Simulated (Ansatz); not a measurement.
Input:

HfO2 (fluorite)

```
HfO2
1.0
    0.00000     5.09813     5.09813
    2.54906     2.54906     5.09813
    2.54906     2.54906     0.00000
Hf O
2 4
Cartesian
  0.00000   0.00000   0.00000
  2.54906   5.09813   7.64719
  1.27453   6.37266   6.37266
  1.27453   3.82359   3.82359
  3.82359   3.82359   3.82359
  3.82359   6.37266   6.37266
```

The atoms are displaced by Q × the pattern below (from a DFPT mode at X = (0.5, 0.5, 0.0), largest move 1; Q in Å), at fixed cell. (q is in reciprocal vectors of the primitive cell; the cell shown is doubled to hold the pattern.)

```tsv
atom	x	y	z
O3	0.000	0.000	1.000
O4	0.000	0.000	-1.000
O5	0.000	0.000	1.000
O6	0.000	0.000	-1.000
```

Atoms not listed stay in place.

Level of theory: PBE (plane waves to 420 eV, PAW, scalar-relativistic; Ansatz, a program for electronic structure). k mesh 11×11×11 (Γ-centred), Fermi-Dirac smearing 0.05 eV. The energy includes the smearing's −TS. HfO2 is run without spin polarisation. HfO2 was relaxed with its symmetry unable to fall. Spin-orbit coupling is left out, though Hf is heavy. The PAW data are Ansatz's earlier set. This is a high-temperature form of HfO2. The zero of ΔE is the undisplaced structure.

The scan covers Q from -0.440 to 0.440 Å in 13 points.

Task: Is this a single well or a double well?

Result: A double well: the undisplaced structure is a maximum between two minima.

Task: Which space group does the distorted structure have?

Result: P4_2/nmc (No. 137), lowered from Fm-3m.

Task: By a smooth curve through the points, how far does the most displaced atom move to reach the deepest minimum?

Result: 0.24 Å from zero.

Task: What is the energy change at Q = 0.440 Å?

Result: 370 meV/cell.

Task: By a smooth curve, how deep is the well, measured from the undisplaced structure?

Result: 155 meV/cell, cell held fixed.

(For displaced atoms, the force is minus the slope of the energy, and its curvature is a force constant, which sets phonon frequencies.)
